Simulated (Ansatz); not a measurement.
## Ca: strain energy, fitted

Ca, Fm-3m, a = 5.453 Å. Ansatz: PBEsol, PAW, 420 eV, Γ-centred 12×12×8 mesh on 2 atoms, Gaussian smearing 0.10 eV; no spin polarisation. Series: uniaxial strain along a, with b, c and atoms relaxed; x is the strain in per cent. The axes a, b, c are those of the computed cell (3.856, 3.858, 5.448 Å), along [1 -1 0], [1 1 0], [0 0 1] of the cell named above. y is the free energy over the unstrained cell, V0 = 40.526 Å³/atom.

```tsv
x (%)	y (meV/atom)
-4.5	6.78
-3.0	3.03
-1.5	0.84
0.0	0.00
1.5	?
3.0	1.57
4.5	3.51
```

**Question.** Fit y = c2 x² + c3 x³ to the other rows, turn c2 into a modulus, and predict the missing energy.

**Answer.** Least squares on the rows shown. y = 0.2548 x² − 0.01871 x³. In eV per unit strain² c2 is 2.548; this is Young's modulus along the axis (E = ½ Y V0 ε²): 2 × 2.548 × 160.2 / (40.526) = 20 GPa. At x = 1.5 the fit asked for gives 0.51 meV/atom. The run gave 0.30 meV/atom, so the fit is 0.21 meV/atom too high, within twice the rms miss on the fitted rows (0.17 meV/atom): the form describes this series only roughly.